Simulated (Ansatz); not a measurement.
Given:

Rh (fcc, Cu type)

```xyz
4
Lattice="3.8000 0.0000 0.0000 0.0000 3.8000 0.0000 0.0000 0.0000 3.8000" Properties=species:S:1:pos:R:3 pbc="T T T"
Rh     0.0000     0.0000     0.0000
Rh     1.9000     1.9000     0.0000
Rh     1.9000     0.0000     1.9000
Rh     0.0000     1.9000     1.9000
```

Scan: atom 1 (Rh, nearest neighbour Rh at 2.687 Å; its periodic images, 3.8 Å or more away, move with it) is displaced along Cartesian [110], direction (0.707, 0.707, 0.000) in Cartesian axes, by s. The other atoms stay.

The numbers are results of r2SCAN (plane waves to 500 eV, PAW, scalar-relativistic; Ansatz, a quantum-chemistry and plane-wave program), not measurements. k mesh 10×10×10 (Γ-centred), Fermi-Dirac smearing 0.05 eV. Energies are smeared free energies. With partly filled bands, energies and forces of such displacements shift with the k mesh and the smearing. Rh is run without spin polarisation. Rh was relaxed with its symmetry unable to fall. ΔE is measured from the undisplaced structure.

The scan covers s from -0.540 to 0.540 Å in 11 points.

Task: Is the energy the same for equal positive and negative displacements?

Result: Even: the same for both signs. With its periodic images moving along, the atom's site symmetry in this cell is m-3m.

Task: What force acts on the atom along the line at s = -0.540 Å?

Result: 9.52 eV/Å.

Task: What is the energy change at s = 0.540 Å?

Result: 2113 meV/cell.

Task: What is the force constant k = d²E/ds² of this move at s = 0?

Result: 11.6 eV/Å².

(For displaced atoms, the force is minus the slope of the energy, and its curvature is a force constant, which sets phonon frequencies.)
